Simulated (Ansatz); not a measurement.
TaCo₃:
```xyz
12
Lattice="2.5462 1.4700 6.1705 -2.5462 1.4700 6.1705 0.0000 -2.9401 6.1705" Properties=species:S:1:pos:R:3 pbc="T T T"
Ta     0.0000     0.0000     0.0000
Ta     0.0000     0.0000     4.0481
Ta     0.0000     0.0000    14.4633
Co     0.0000     1.4700     6.1705
Co    -1.2731    -0.7350     6.1705
Co     1.2731    -0.7350     6.1705
Co     1.2020    -0.6940    10.3022
Co    -1.2020     0.6940     8.2092
Co     0.0000     1.3879    10.3022
Co     0.0000    -1.3879     8.2092
Co    -1.2020    -0.6940    10.3022
Co     1.2020     0.6940     8.2092
```

Relaxed with PBEsol. Special points in fractions of this cell's reciprocal vectors: Γ (0.000, 0.000, 0.000); T (0.500, 0.500, 0.500); H2 (0.795, 0.205, 0.500); H0 (0.500, -0.205, 0.205); L (0.500, 0.000, 0.000); S0 (0.352, -0.352, 0.000); S2 (0.648, 0.000, 0.352); F (0.500, 0.000, 0.500).

### Question
List the band energies nearest the Fermi level at these points for plane-wave PAW PBEsol (Ansatz code).

### Answer
In eV from the Fermi level; about four levels below and three above (degenerate sets whole), none deeper than 8.9 eV; points with the same levels are listed once.

| k | below | above |
|---|---|---|
| Γ | -0.61 -0.44 -0.44 -0.18 | 0.30 0.34 0.43 |
| T | -0.28 -0.26 -0.23 -0.23 | 0.31 0.41 0.44 |
| H2 | -0.45 -0.40 -0.32 -0.06 | 0.03 0.27 0.92 |
| L | -0.47 -0.35 -0.35 -0.26 | 0.09 0.44 1.01 |
| S0 | -0.48 -0.37 -0.25 -0.22 | 0.13 0.21 0.96 |
| F | -0.48 -0.39 -0.30 -0.20 | 0.46 0.52 0.92 |

Space group R-3m. The workflow started from a Materials Project entry (that database holds measured and hypothetical structures alike); the Crystallography Open Database files this formula in space group No. 166, but the cells were not matched. Its standing as an ambient phase is unchecked. The cell was relaxed with PBEsol under the symmetry of its start; whether a distortion lowers the energy is not shown. No spin polarisation was allowed. Scalar-relativistic: spin–orbit coupling is off unless named, which matters more the heavier the elements.

Potentials: the later of the program's two PAW sets.
